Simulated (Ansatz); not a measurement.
Relaxed structure of WF6 on the (101) surface of HfO$_{2}$, one molecule per 45.4 Å² (the molecule's atoms stand last):

```
CELL_PARAMETERS angstrom
7.17473 0.00000 0.00000
0.00000 6.32742 0.00000
0.00000 0.00000 26.44329
ATOMIC_POSITIONS crystal
O 0.25000 0.52675 0.30253
O 0.75000 0.52675 0.30253
O 0.00000 0.95541 0.31428
O 0.50000 0.95541 0.31428
Hf 0.25000 0.82144 0.33635
Hf 0.75000 0.82144 0.33635
Hf 0.00000 0.32144 0.33635
Hf 0.50000 0.32144 0.33635
O 0.25000 0.18747 0.35841
O 0.75000 0.18747 0.35841
O 0.00000 0.61613 0.37016
O 0.50000 0.61613 0.37016
O 0.24879 0.84094 0.41267
O 0.74845 0.84832 0.41372
O 0.99995 0.27602 0.41899
O 0.50157 0.27530 0.41920
Hf 0.25199 0.13880 0.44346
Hf 0.75296 0.14804 0.44334
Hf 0.00115 0.65657 0.44700
Hf 0.49803 0.65604 0.44701
O 0.24978 0.49780 0.47079
O 0.75021 0.50522 0.46957
O 0.00627 0.95569 0.47872
O 0.48661 0.95436 0.47895
W 0.69618 0.05296 0.60350
F 0.71207 0.32080 0.63189
F 0.68438 0.78730 0.57464
F 0.44387 0.09402 0.59296
F 0.95007 0.01972 0.61339
F 0.64798 0.93811 0.66646
F 0.74540 0.17316 0.53984
```

Theory: DFT PBE+D3(BJ), scalar-relativistic, plane waves, PAW (Ansatz 0.2.0). Plane waves to 420 eV, a k mesh through Γ of 2×3×1 on the computed 31-atom cell and Gaussian smearing (0.05 eV); no spin polarisation. A dipole correction removes the field between periodic images along c.

The slab and the molecular layer are also computed alone at these places.

Q: How does the adsorption energy per molecule split into interaction and deformation?

A: E_ads = -0.465 eV: interaction of the rigid parts -0.454 eV, deformation of the slab +0.030 eV, deformation of the molecule with its lateral interactions -0.041 eV.

Q: How much charge moves across the plane at z = 13.47 Å, midway between slab and molecule?

A: About 0.02 electrons a cell move down to the slab; half the integral of |Δρ| is 0.15 e.

Q: How does the density difference (whole less rigid parts, positive where electrons gather), summed over the plane, run along c?

A: (z (Å), Δρ (e/Å)): (6.02, 0.000), (6.17, 0.000), (6.46, 0.000), (6.61, 0.000), (6.90, 0.000), (7.05, 0.000), (7.20, 0.000), (7.49, 0.000), (7.64, 0.000), (7.79, 0.000), (8.08, 0.000), (8.23, 0.000), (8.52, 0.001), (8.67, 0.001), (8.81, 0.002), (9.11, 0.002), (9.26, -0.001), (9.40, -0.003), (9.70, 0.004), (9.84, 0.005), (10.14, 0.000), (10.28, -0.001), (10.43, -0.002), (10.72, -0.002), (10.87, -0.001), (11.02, 0.001), (11.31, 0.001), (11.46, 0.000), (11.75, 0.001), (11.90, 0.004), (12.05, 0.003), (12.34, -0.009), (12.49, -0.006), (12.63, 0.001), (12.93, 0.018), (13.07, 0.033), (13.37, 0.062), (13.52, 0.068), (13.66, 0.063), (13.96, -0.006), (14.10, -0.020), (14.25, 0.011), (14.54, -0.024), (14.69, -0.050), (14.98, -0.060), (15.13, -0.048), (15.28, -0.033), (15.57, -0.006), (15.72, -0.002), (15.87, -0.002), (16.16, 0.002), (16.31, 0.000), (16.60, 0.002), (16.75, 0.005), (16.89, 0.001), (17.19, -0.006), (17.34, -0.008), (17.48, -0.004), (17.78, 0.001), (17.92, -0.003), (18.22, -0.002), (18.36, -0.002), (18.51, -0.001), (18.80, -0.001), (18.95, 0.000), (19.10, 0.000), (19.39, 0.000), (19.54, 0.000), (19.83, 0.000), (19.98, 0.000)

The reference crystal is a form of HfO2, which isn't its usual structure.